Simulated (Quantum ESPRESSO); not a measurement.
Ge5CSi2, input and log of a self-consistent run

Simulated, not a measurement. The program is pw.x of Quantum ESPRESSO 7.5 (plane-wave density functional theory). The cell is made up: 8 atoms on a zincblende/diamond lattice, with randomly drawn elements, strain and displacements, not relaxed. PseudoDojo standard norm-conserving files (v0.5 for PBE, v0.4.1 for LDA and PBEsol) set the functional; there is no spin polarisation, spin-orbit coupling or dispersion term, and the masses in the input are unused placeholders.

Input:

```
&control calculation='scf', pseudo_dir='./dojo.nc.sr.pbe.v0_5.standard.upf', outdir='./o', disk_io='medium', tprnfor=.true., tstress=.true. /
&system ibrav=0, nat=8, ntyp=3, nbnd=51, ecutwfc=82.02448710, nosym=.true., tot_charge=0,
 occupations='smearing', smearing='fd', degauss=0.0073498644
/
&electrons conv_thr=7.350e-09, electron_maxstep=60, /
ATOMIC_SPECIES
C 1.0 C.upf
Ge 1.0 Ge.upf
Si 1.0 Si.upf
CELL_PARAMETERS angstrom
5.66 0.0 0.0
0.0 5.66 0.0
0.0 0.0 5.66
ATOMIC_POSITIONS angstrom
Ge 0.0754 -0.0132 -0.0663
Ge 0.0128 2.8151 2.8361
Ge 2.8574 0.0008 2.9388
C 2.8317 2.839 0.1279
Ge 1.4927 1.4687 1.4056
Si 1.4625 4.3259 4.1783
Ge 4.2603 1.4255 4.3098
Si 4.3717 4.1252 1.3928
K_POINTS automatic
6 6 6 1 1 1
```

The log is shortened where brackets say so; the opening notice, blank lines, dates and the lines on written files are dropped, and the path of the files is cut. It prints rydbergs, bohrs and kilobars, and counts compression as positive stress.

```
     Program PWSCF v.7.5
     Parallel version (MPI & OpenMP), running on       1 processor cores
     Number of MPI processes:                 1
     Threads/MPI process:                     1
     [start-up lines left out]
     bravais-lattice index     =            0
     lattice parameter (alat)  =      10.6958  a.u.
     unit-cell volume          =    1223.6181 (a.u.)^3
     number of atoms/cell      =            8
     number of atomic types    =            3
     number of electrons       =        82.00
     number of Kohn-Sham states=           51
     kinetic-energy cutoff     =      82.0245  Ry
     charge density cutoff     =     328.0979  Ry
     scf convergence threshold =      7.3E-09
     mixing beta               =       0.7000
     number of iterations used =            8  plain     mixing
     Exchange-correlation= PBE
                           (   1   4   3   4   0   0   0)
     [axes and pseudopotential details left out]
   Cartesian axes
     site n.     atom                  positions (alat units)
         1        Ge     tau(   1) = (   0.0133216  -0.0023322  -0.0117138  )
         2        Ge     tau(   2) = (   0.0022615   0.4973675   0.5010777  )
         3        Ge     tau(   3) = (   0.5048410   0.0001413   0.5192226  )
         4        C      tau(   4) = (   0.5003004   0.5015901   0.0225972  )
         5        Ge     tau(   5) = (   0.2637279   0.2594876   0.2483392  )
         6        Si     tau(   6) = (   0.2583922   0.7642933   0.7382155  )
         7        Ge     tau(   7) = (   0.7527032   0.2518551   0.7614488  )
         8        Si     tau(   8) = (   0.7723852   0.7288339   0.2460777  )
     number of k points=   108  Fermi-Dirac smearing, width (Ry)=  0.0073
     Number of k-points >= 100: set verbosity='high' to print them.
     Dense  grid:   122969 G-vectors     FFT dimensions: (  64,  64,  64)
     Estimated max dynamical RAM per process >     172.69 MB
     Initial potential from superposition of free atoms
     starting charge      81.9946, renormalised to      82.0000
     Starting wfcs are   57 randomized atomic wfcs
     total cpu time spent up to now is       64.0 secs
     per-process dynamical memory:   105.5 Mb
     Self-consistent Calculation
     iteration #  1     ecut=    82.02 Ry     beta= 0.70
     Davidson diagonalization with overlap
     ethr =  1.00E-02,  avg # of iterations =  3.1
     Threshold (ethr) on eigenvalues was too large:
     Diagonalizing with lowered threshold
     Davidson diagonalization with overlap
     ethr =  4.29E-04,  avg # of iterations =  3.0
     total cpu time spent up to now is      392.2 secs
     total energy              =    -921.71384093 Ry
     estimated scf accuracy    <       0.35536547 Ry
     iteration #  2     ecut=    82.02 Ry     beta= 0.70
     Davidson diagonalization with overlap
     ethr =  4.33E-04,  avg # of iterations =  6.6
     total cpu time spent up to now is      582.2 secs
     total energy              =    -921.64558800 Ry
     estimated scf accuracy    <       1.35434567 Ry
     iteration #  3     ecut=    82.02 Ry     beta= 0.70
     Davidson diagonalization with overlap
     ethr =  4.33E-04,  avg # of iterations =  4.2
     total cpu time spent up to now is      771.2 secs
     total energy              =    -921.85785981 Ry
     estimated scf accuracy    <       0.01913939 Ry
     iteration #  4     ecut=    82.02 Ry     beta= 0.70
     Davidson diagonalization with overlap
     ethr =  2.33E-05,  avg # of iterations =  6.7
     total cpu time spent up to now is      975.0 secs
     total energy              =    -921.86134318 Ry
     estimated scf accuracy    <       0.00527705 Ry
     iteration #  5     ecut=    82.02 Ry     beta= 0.70
     Davidson diagonalization with overlap
     ethr =  6.44E-06,  avg # of iterations =  2.7
     total cpu time spent up to now is     1125.0 secs
     total energy              =    -921.86235377 Ry
     estimated scf accuracy    <       0.00073037 Ry
     iteration #  6     ecut=    82.02 Ry     beta= 0.70
     Davidson diagonalization with overlap
     ethr =  8.91E-07,  avg # of iterations =  2.2
     total cpu time spent up to now is     1255.5 secs
     total energy              =    -921.86250485 Ry
     estimated scf accuracy    <       0.00005560 Ry
     iteration #  7     ecut=    82.02 Ry     beta= 0.70
     Davidson diagonalization with overlap
     ethr =  6.78E-08,  avg # of iterations =  2.5
     total cpu time spent up to now is     1416.9 secs
     total energy              =    -921.86251676 Ry
     estimated scf accuracy    <       0.00000332 Ry
     iteration #  8     ecut=    82.02 Ry     beta= 0.70
     Davidson diagonalization with overlap
     ethr =  4.04E-09,  avg # of iterations =  3.9
     total cpu time spent up to now is     1591.2 secs
     total energy              =    -921.86251752 Ry
     estimated scf accuracy    <       0.00000132 Ry
     iteration #  9     ecut=    82.02 Ry     beta= 0.70
     Davidson diagonalization with overlap
     ethr =  1.61E-09,  avg # of iterations =  2.0
     total cpu time spent up to now is     1766.0 secs
     total energy              =    -921.86251775 Ry
     estimated scf accuracy    <       0.00000009 Ry
     iteration # 10     ecut=    82.02 Ry     beta= 0.70
     Davidson diagonalization with overlap
     ethr =  1.12E-10,  avg # of iterations =  2.9
     total cpu time spent up to now is     1934.2 secs
     total energy              =    -921.86251777 Ry
     estimated scf accuracy    <          7.6E-09 Ry
     iteration # 11     ecut=    82.02 Ry     beta= 0.70
     Davidson diagonalization with overlap
     ethr =  9.32E-12,  avg # of iterations =  2.8
     total cpu time spent up to now is     2073.7 secs
     End of self-consistent calculation
     Number of k-points >= 100: set verbosity='high' to print the bands.
     the Fermi energy is     7.0440 ev
!    total energy              =    -921.86251777 Ry
     estimated scf accuracy    <          1.4E-09 Ry
     smearing contrib. (-TS)   =      -0.00150579 Ry
     internal energy E=F+TS    =    -921.86101198 Ry
     The total energy is F=E-TS. E is the sum of the following terms:
     one-electron contribution =    -552.22847220 Ry
     hartree contribution      =     324.25587271 Ry
     xc contribution           =    -227.98266643 Ry
     ewald contribution        =    -465.90574606 Ry
     convergence has been achieved in  11 iterations
     Forces acting on atoms (cartesian axes, Ry/au):
     atom    1 type  2   force =    -0.00214494   -0.01237164    0.03431130
     atom    2 type  2   force =     0.02206602    0.00715614    0.01895593
     atom    3 type  2   force =     0.03783623   -0.00518492   -0.06546798
     atom    4 type  1   force =     0.02338287    0.00887656   -0.00797390
     atom    5 type  2   force =     0.04430547    0.02238754   -0.03943667
     atom    6 type  3   force =     0.00883079   -0.08029262    0.05965014
     atom    7 type  2   force =    -0.04423226    0.05077848    0.04402002
     atom    8 type  3   force =    -0.09004419    0.00865046   -0.04405884
     Total force =     0.198407     Total SCF correction =     0.000218
     Computing stress (Cartesian axis) and pressure
          total   stress  (Ry/bohr**3)                   (kbar)     P=      -55.62
  -0.00038103  -0.00005640   0.00000925          -56.05       -8.30        1.36
  -0.00005640  -0.00037503  -0.00007063           -8.30      -55.17      -10.39
   0.00000925  -0.00007063  -0.00037827            1.36      -10.39      -55.65
     init_run     :     60.39s CPU     63.89s WALL (       1 calls)
     electrons    :   1903.10s CPU   2009.76s WALL (       1 calls)
     forces       :     15.76s CPU     15.88s WALL (       1 calls)
     stress       :     61.33s CPU     61.53s WALL (       1 calls)
     [timing details left out]
     PWSCF        :  34m 1.03s CPU  35m54.99s WALL
     JOB DONE.
```

In other units: free energy -12542.579 eV for the cell, pressure -5.56 GPa, largest force component 2.315 eV/Å. A rerun of a related cell, with the same atoms placed differently, at 1347 eV and a 8 x 8 x 8 mesh moved values by no more than 0.003 eV in energy, 0.02 GPa in stress and 0.009 eV/Å in force.